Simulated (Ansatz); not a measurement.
Density of states of a Zn₅SiAg₂Te₈ cell (elements on a zinc blende lattice, relaxed), per eV and atom, broadened by Gaussian smearing of width 0.1 eV and averaged over bins of 0.2 eV, from 8 eV under the Fermi level at most up to where the solved bands end.

All numbers below come from DFT PBE, scalar-relativistic, plane waves, PAW in Ansatz 0.2.0.

Settings: cutoff 420 eV, Γ-centred mesh 5×5×5 on the computed 16-atom cell, Gaussian smearing of 0.10 eV; no spin polarisation.

```xyz
16
Lattice="-6.2755 6.2746 0.0181 -6.2739 0.0185 6.1993 -0.0180 6.2735 6.1998" Properties=species:S:1:pos:R:3 pbc="T T T"
Si   -6.2971    9.4291    9.2994
Zn  -12.3745    6.2882    6.2082
Zn   -9.3997    3.3073    6.1870
Zn   -6.2823    3.1637    9.2886
Zn   -9.4085    9.2504    6.2102
Zn   -6.4289    6.2776    6.1861
Ag   -3.1722    6.3048    9.2893
Ag   -9.4266    6.3003    9.2984
Te  -11.0282    7.9059    7.7665
Te   -7.8116    4.6900    7.7529
Te   -7.8097    7.8920    4.6478
Te  -11.0321   10.9613   10.8486
Te   -4.7736    4.6404    4.6525
Te   -7.7847    7.9245   10.8520
Te   -7.7923   10.9249    7.7592
Te   -4.8078    7.9407    7.7463
```

```csv
E − E_F (eV),total,Zn 3d,Te 5p,Ag 4d,Zn 4s
-7.85,0.057,0.008,0.017,0.001,0.001
-7.65,0.498,0.091,0.134,0.005,0.010
-7.45,0.071,0.014,0.018,0.001,0.001
-7.25,0.114,0.110,0.004,0.000,0.000
-7.05,5.335,5.162,0.139,0.002,0.011
-6.85,7.361,7.137,0.128,0.006,0.019
-6.65,2.682,2.530,0.049,0.009,0.012
-6.45,0.133,0.123,0.002,0.001,0.000
-6.25,0.000,0.000,0.000,0.000,0.000
-6.05,0.000,0.000,0.000,0.000,0.000
-5.85,0.000,0.000,0.000,0.000,0.000
-5.65,0.000,0.000,0.000,0.000,0.000
-5.45,0.003,0.000,0.002,0.000,0.001
-5.25,0.159,0.002,0.091,0.007,0.045
-5.05,0.850,0.015,0.460,0.061,0.255
-4.85,0.883,0.018,0.451,0.106,0.253
-4.65,0.663,0.012,0.309,0.159,0.105
-4.45,1.011,0.014,0.424,0.369,0.081
-4.25,0.606,0.006,0.199,0.331,0.023
-4.05,1.758,0.013,0.447,1.170,0.025
-3.85,2.004,0.017,0.407,1.452,0.035
-3.65,1.354,0.012,0.299,0.899,0.045
-3.45,0.568,0.007,0.195,0.261,0.021
-3.25,0.575,0.010,0.290,0.150,0.020
-3.05,0.822,0.014,0.433,0.191,0.028
-2.85,0.751,0.014,0.436,0.142,0.018
-2.65,0.616,0.012,0.441,0.087,0.016
-2.45,0.743,0.015,0.575,0.080,0.020
-2.25,0.620,0.012,0.503,0.050,0.014
-2.05,0.678,0.012,0.556,0.053,0.011
-1.85,1.033,0.019,0.848,0.080,0.015
-1.65,0.884,0.017,0.719,0.071,0.014
-1.45,0.881,0.018,0.726,0.070,0.008
-1.25,0.519,0.010,0.428,0.042,0.004
-1.05,0.429,0.006,0.337,0.045,0.007
-0.85,0.626,0.008,0.499,0.072,0.008
-0.65,0.618,0.008,0.500,0.070,0.006
-0.45,0.572,0.009,0.471,0.060,0.003
-0.25,0.293,0.005,0.246,0.028,0.001
-0.05,0.120,0.002,0.098,0.010,0.001
0.15,0.046,0.000,0.026,0.002,0.001
0.35,0.078,0.000,0.040,0.002,0.003
0.55,0.124,0.000,0.066,0.003,0.004
0.75,0.159,0.000,0.083,0.003,0.005
0.95,0.124,0.000,0.067,0.002,0.006
1.15,0.118,0.000,0.053,0.001,0.013
1.35,0.104,0.000,0.030,0.001,0.021
1.55,0.255,0.001,0.067,0.001,0.055
```

The columns after the total are the largest Löwdin projections on the valence shells of the potentials, so they needn't add up, and the weight of a shell that a potential lacks goes to other orbitals. The cell has no gap on the mesh.

Spin-orbit coupling is left out, which matters for the bands of heavy elements.

Cost: 2 runs of about 9.9 core-minutes in all (earlier runs that led there not counted), on Intel Xeon 6975P-C (Granite Rapids) (shared hosts).